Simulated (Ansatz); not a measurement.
Si3Ge:
```cif
data_GeSi3
_chemical_formula_sum 'Si3 Ge1'
_space_group_name_H-M_alt 'P-4m2'
_space_group_IT_number 115
_space_group_name_Hall 'P -4 -2'
_cell_length_a 3.88128
_cell_length_b 3.88128
_cell_length_c 5.47841
_cell_angle_alpha 90.000
_cell_angle_beta 90.000
_cell_angle_gamma 90.000
loop_
_atom_site_label
_atom_site_type_symbol
_atom_site_symmetry_multiplicity
_atom_site_Wyckoff_symbol
_atom_site_fract_x
_atom_site_fract_y
_atom_site_fract_z
_atom_site_occupancy
Si1 Si 2 g 0.00000 0.50000 0.24483 1
Si2 Si 1 a 0.00000 0.00000 0.00000 1
Ge1 Ge 1 c 0.50000 0.50000 0.50000 1
```

Relaxed with PBEsol.

### Question
Decompose the optical modes at the zone centre into irreducible representations, and say which are infrared and Raman allowed.

### Answer
Point group -42m: Γ_opt = A1 + 2B2 + 3E. Infrared: B2, E. Raman: A1, B2, E.

### Question
Assign frequencies (DFPT, PBEsol (plane waves, PAW; program Ansatz); without the LO–TO term).

### Answer
E 114, B2 302, E 386, A1 399, B2 477, E 487 cm⁻¹.

Subscripts of B labels follow the axes of the standard setting.

The start of the workflow was typed in or built on a structure type; neither database checked (COD, Materials Project) lists it. Its standing as an ambient phase is unchecked. The cell was relaxed with PBEsol under the symmetry of its start; whether a distortion lowers the energy is not shown.

Potentials: the later of the program's two PAW sets.
